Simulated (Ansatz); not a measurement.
Total density of states per atom from plane-wave PAW r²SCAN (Ansatz code), in 0.25 eV bins, energy from the Fermi level:

```
E (eV) | states/eV/atom
    -7.85 |  0.01
    -7.60 | ### 0.07
    -7.35 | #### 0.12
    -7.10 | ###### 0.15
    -6.85 | ####### 0.19
    -6.60 | ######### 0.24
    -6.35 | ########### 0.30
    -6.10 | ########### 0.28
    -5.85 | ########## 0.27
    -5.60 | ########## 0.26
    -5.35 | ########## 0.25
    -5.10 | ############### 0.41
    -4.85 | ######################### 0.66
    -4.60 | ############# 0.35
    -4.35 | ########## 0.25
    -4.10 | ########### 0.30
    -3.85 | ############## 0.36
    -3.60 | ################ 0.42
    -3.35 | ################## 0.48
    -3.10 | ################# 0.45
    -2.85 | ################## 0.46
    -2.60 | ################### 0.50
    -2.35 | ##################### 0.54
    -2.10 | ###################### 0.57
    -1.85 | ######################## 0.63
    -1.60 | ############################## 0.79
    -1.35 | ######################## 0.63
    -1.10 | ################### 0.50
    -0.85 | ############### 0.41
    -0.60 | ############### 0.40
    -0.35 | ############### 0.39
    -0.10 | ############## 0.38
     0.15 | ############### 0.39
     0.40 | ################ 0.42
     0.65 | ################ 0.43
     0.90 | ################### 0.49
     1.15 | #################### 0.53
     1.40 | ################# 0.44
     1.65 | ############## 0.36
     1.90 | ############## 0.37
     2.15 | ############### 0.40
     2.40 | ################ 0.42
     2.65 | ################### 0.51
     2.90 | ######################### 0.65
     3.15 | ##################### 0.56
     3.40 | ##################### 0.57
     3.65 | ####################### 0.61
     3.90 | ######################### 0.65
     4.15 | ############################ 0.75
     4.40 | ############################ 0.73
     4.65 | ########################## 0.69
```

Problem. Which of these materials gives this?
A) InAs, rock salt
B) InSb, I-4m2 (In on 2d, Sb on 2a)
C) YIn3, Cu3Au type
D) Ti2Sb, I4/mmm (Ti on 4e, Ti on 4c, Sb on 4e)

Solution. B, InSb, I-4m2 (In on 2d, Sb on 2a). Within 0.5 eV of the Fermi level: Sb 5p 46 %, In 5p 30 %, In 5s 15 %, Sb 5s 6 %. Projections are on Löwdin-orthogonalised atomic valence shells; empty p or d shells of many metals are not among them.

The first step of the workflow began from a Materials Project structure, measured or hypothetical; the Crystallography Open Database copy checked does not list it. It is not the phase usual at ambient conditions (space group No. 216). The cell keeps a stress of up to 0.2 GPa. The r²SCAN relaxation kept the symmetry of its start; its stability against distortions is not shown here. Scalar-relativistic: spin–orbit coupling is off unless named, which matters more the heavier the elements.

Potentials: the later of the program's two PAW sets.
